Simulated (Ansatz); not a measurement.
NiSi2 (fluorite type, space group Fm-3m)

```xyz
3
Lattice="0.0000 2.7223 2.7223 2.7223 0.0000 2.7223 2.7223 2.7223 0.0000" Properties=species:S:1:pos:R:3 pbc="T T T"
Ni     0.0000     0.0000     0.0000
Si     1.3611     1.3611     1.3611
Si     4.0834     4.0834     4.0834
```

The volume is varied about the relaxed value V₀ at fixed cell shape. Symmetry pins the atoms to their sites.

All values below come from PBE (plane waves to 420 eV, PAW, scalar-relativistic; Ansatz, a quantum-chemistry and plane-wave program). k mesh 15×15×15 (Γ-centred), Fermi-Dirac smearing 0.05 eV. The energy includes the smearing's −TS. Stress and pressure are positive under compression. NiSi2 is run without spin polarisation. NiSi2 was relaxed with its symmetry unable to fall. ΔE is measured from the relaxed starting cell.

```csv
V (Å³/cell),ΔE (meV/atom),P (GPa)
33.89,218,38.1
35.18,130,27.4
36.47,69,18.7
37.77,29,11.4
39.06,7,5.2
40.35,0,0.0
41.64,6,-4.3
42.93,22,-7.8
44.22,47,-10.7
45.51,79,-13.1
46.80,117,-15.1
```

Read from the data:

The pressure at the smallest volume is 38.1 GPa. The energy cost of the largest compression is 218 meV/atom, the energy cost of the largest expansion is 117 meV/atom and the bulk modulus B₀ (third-order Birch-Murnaghan fit) is 145 GPa. The pressure derivative B₀′ (fit) is 4.7, the equilibrium volume of the fit is 13.45 Å³/atom and the pressure for 5 % compression (fit) is 8.4 GPa.

(Under strain, the slope of the energy per volume gives the stress and its curvature an elastic modulus.)
